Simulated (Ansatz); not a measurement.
C in space group P4_2/ncm (No. 138; C on 8i, C on 4b) under volume change, plane-wave PAW r²SCAN (Ansatz code), shape and atoms relaxed at each volume.

| V (Å³/atom) | E − E(relaxed) (meV/atom) | P (GPa) |
|---|---|---|
| 5.371 | 72.5 | 47.06 |
| 5.548 | ? | ? |
| 5.725 | 7.3 | 13.52 |
| 5.902 | 0.0 | 0.00 |
| 6.079 | 6.6 | -11.74 |
| 6.256 | 25.4 | -21.93 |
| 6.433 | ? | ? |

Question: Some entries are withheld; supply them.

Answer: 
- 6.433, E − E(relaxed) (meV/atom): 54.6
- 6.433, P (GPa): -30.77
- 5.548, E − E(relaxed) (meV/atom): 30.6
- 5.548, P (GPa): 29.10

Question: What does a third-order Birch–Murnaghan fit give for V₀, B₀ and B′?

Answer: V₀ = 5.90 Å³/atom, B₀ = 419 GPa, B′ = 3.7.

The start of the workflow was typed in or built on a structure type; neither database checked (COD, Materials Project) lists it. It is not the phase usual at ambient conditions (space group No. 194, 227). The cell was relaxed with r²SCAN under the symmetry of its start; its stability against distortions is not shown here.

Potentials: the earlier of the program's two PAW sets.
